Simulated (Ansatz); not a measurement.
A relaxed cell of Cs4Ge is given with its symmetry left out. The cell was found from a structure generator's guess, not taken from experiment.

The calculation used Ansatz 0.2.0, DFT PBE, scalar-relativistic, plane waves, PAW. Cutoff 420 eV, Γ-centred mesh, Gaussian smearing, no spin polarisation.

```
CELL_PARAMETERS angstrom
-4.57132 4.57132 4.57132
4.57132 -4.57132 4.57132
4.57132 4.57132 -4.57132
ATOMIC_POSITIONS crystal
Cs 0.50000 0.50000 0.50000
Cs 0.00000 0.00000 0.50000
Cs 0.00000 0.50000 0.00000
Cs 0.50000 0.00000 0.00000
Ge 0.00000 0.00000 0.00000
```

Energies over the elements count from the elements' standard structures at the same level, with no fitted energy shifts.

Task: Find its symmetry and describe it.

Result: Im-3m (No. 229). Conventional cell: a = 9.143 Å. Cs is surrounded by 2 Ge at 3.96 Å and 6 Cs at 4.57 Å; Ge has 8 Cs at 3.96 Å.

Task: What is its formation energy per atom?

Result: +0.16 eV/atom. A positive value: parting into the elements would lower its energy.

Task: Is it a metal?

Result: Yes, bands cross the Fermi level on the 6×6×6 mesh.

The last run used a 6×6×6 mesh for its 5-atom cell and Gaussian smearing of 0.10 eV. The cell is a metal run without spin; a magnetic state may lie lower. Symmetry constrained the relaxation, so the result can be a saddle point.
